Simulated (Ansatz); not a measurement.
A trial structure of Na₂GaOsC₆N₆ was built thus: cyanide-bridged rock-salt net of two metals, 2 guest cations a cell (Fm-3m, No. 225). The dimensions are guesses.

Space group Fm-3m (No. 225). a = 10.102 Å, b = 10.102 Å, c = 10.102 Å, α = 90.00°, β = 90.00°, γ = 90.00°
| atom | site | symmetry | x | y | z |
| --- | --- | --- | --- | --- | --- |
| Na | 8c | -43m | 0.2500 | 0.7500 | 0.7500 |
| Ga | 4b | m-3m | 0.5000 | 0.0000 | 0.0000 |
| Os | 4a | m-3m | 0.0000 | 0.0000 | 0.0000 |
| C | 24e | 4m.m | 0.1877 | 0.0000 | 0.0000 |
| N | 24e | 4m.m | 0.3035 | 0.0000 | 0.0000 |

These are results of Ansatz, DFT PBE, scalar-relativistic, plane waves, PAW, not measurements. Cutoff 420 eV, Gaussian smearing, Γ-centred meshes. Cell and atoms relax first on a coarse mesh and then on a finer one. In between, the cell is made exact in the group found at 0.06 Å. In metals the finer mesh still leaves noise of several meV/atom or more. The steps can't lower the symmetry of their start. Collinear spin, starting moments Os 1.0 μB; they died out on the coarse mesh, so the last step has no spin.

A guess keeps its type if space group and coordination stay and the shape of the cell changes little (axis ratios within about 15 %, angles within 6°); the volume may change.

**Question.** Does this structure survive the relaxation?

**Answer.** It keeps its type. The symmetry stays Fm-3m (No. 225). The volume per atom grows by 11.2 %, from 16.1 to 17.9 Å³. The shortest distance goes from 1.17 Å (C–N) to 1.18 Å (C–N). Counting neighbours within 15 % of an atom's shortest distance, the start has C 1, Ga 6, N 1, Na 24, Os 6 and the end C 1, Ga 6, N 1, Na 24, Os 6.

The last run used a 6×6×6 mesh for its 16-atom cell and Gaussian smearing of 0.10 eV. Spin–orbit coupling, which can matter for Os, is left out. Symmetry constrained the relaxation, so the result can be a saddle point.
